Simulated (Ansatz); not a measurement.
Given:

BaC$_{2}$:
```cif
data_C2Ba
_chemical_formula_sum 'Ba1 C2'
_space_group_name_H-M_alt 'P 1'
_space_group_IT_number 1
_cell_length_a 3.88094
_cell_length_b 3.88094
_cell_length_c 3.88094
_cell_angle_alpha 84.030
_cell_angle_beta 84.030
_cell_angle_gamma 84.030
loop_
_space_group_symop_operation_xyz
  'x, y, z'
loop_
_atom_site_label
_atom_site_type_symbol
_atom_site_fract_x
_atom_site_fract_y
_atom_site_fract_z
_atom_site_occupancy
Ba1 Ba 0.00000 0.00000 0.00000 1
C1 C 0.58485 0.58485 0.58485 1
C2 C 0.41515 0.41515 0.41515 1
```

This is the HSE06-relaxed structure.

**Question.** All from DFT-HSE06 in the program Ansatz with PAW potentials, unless another level is named. Estimate the smallest direct gap on the standard path.

**Answer.** 3.24 eV.

**Question.** What about the band gap?

**Answer.** 2.61 eV (indirect).

**Question.** Give the conduction-band minimum.

**Answer.** at Γ.

**Question.** What about the valence-band maximum?

**Answer.** at T.

Space group R-3m. The workflow started from a Materials Project entry (that database holds measured and hypothetical structures alike); the Crystallography Open Database copy checked does not list it. Its standing as an ambient phase is unchecked. The cell was relaxed with HSE06 under the symmetry of its start; its stability against distortions is not shown here. The hybrid was solved on a coarse mesh, the path and, where they were found, the r²SCAN edge points; its band edges are the extreme levels among these. Scalar-relativistic: spin–orbit coupling is off unless named, which matters more the heavier the elements.

Potentials: the later of the program's two PAW sets.
